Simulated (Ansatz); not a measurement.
The start is a relaxed La2O3 cell, doubled along one cell vector, shaken by Gaussian noise of σ = 0.08 Å a coordinate. The cell and all atomic positions are relaxed at zero pressure with r2SCAN (plane waves to 500 eV, PAW, scalar-relativistic; Ansatz, a quantum-chemistry and plane-wave program). The first steps use a coarse 4×7×7 k-mesh.

Initial structure:
```
La2O3
1.0
    3.80177     2.19495    15.54857
   -1.90089     1.09748     7.77429
    0.00000    -2.19495     7.77429
La O
4 6
Direct
  0.18774   0.37824   0.44056
  0.70701   0.39396   0.39162
  0.27566   0.62728   0.61739
  0.80060   0.61148   0.56646
  0.00614   0.95803   0.01497
  0.50350   0.96219   0.02853
  0.12088   0.24008   0.22184
  0.62629   0.24785   0.21002
  0.37023   0.77088   0.76888
  0.87855   0.75595   0.77588
```

- Initial pressure = +2.0 GPa (positive: the cell is compressed)
- Volume change = -15.6 %, from 19.46 to 16.43 Å³/atom
- Relative to the parent = It does not go back: it reaches P-3m1 (No. 164), 228 meV/atom below the parent
- Shortest distances (start → end) = The closest pairs of elements (up to four, under 3.6 Å), start → end: La–O 2.20 → 2.37 Å; O–O 3.00 → 2.89 Å
- Band gap at the end = 4.23 eV, indirect (valence top at L, conduction bottom at K) (no spin-orbit coupling)
- Optimiser moves = 11

Final structure:

Space group P-3m1 (No. 164); a = 3.935 Å, b = 3.935 Å, c = 6.126 Å, α = 90.00°, β = 90.00°, γ = 120.00°

```json
[
 {"atom": "La", "site": "2d", "symmetry": "3m.", "x": "0.6667", "y": "0.3333", "z": "0.2539"},
 {"atom": "O", "site": "1b", "symmetry": "-3m.", "x": "0.0000", "y": "0.0000", "z": "0.5000"},
 {"atom": "O", "site": "2d", "symmetry": "3m.", "x": "0.3333", "y": "0.6667", "z": "0.1461"}
]
```

Final values are on a 10×10×6 k-mesh of the relaxed cell. No spin polarisation in the result.

Of the parent cell (R-3m (No. 166)): it is a generated cell of La2O3: the first start was made by placing the elements on the sites of a structure type, and the end was not matched to a known phase here, so it may be hypothetical. Known forms of La2O3 include space group No. 164.

The first start was generated by placing the elements on the sites of a structure type. Materials Project lists a structure of La2O3 in the same space group, P-3m1 (No. 164); the sites were not compared with it, nor with measured phases.
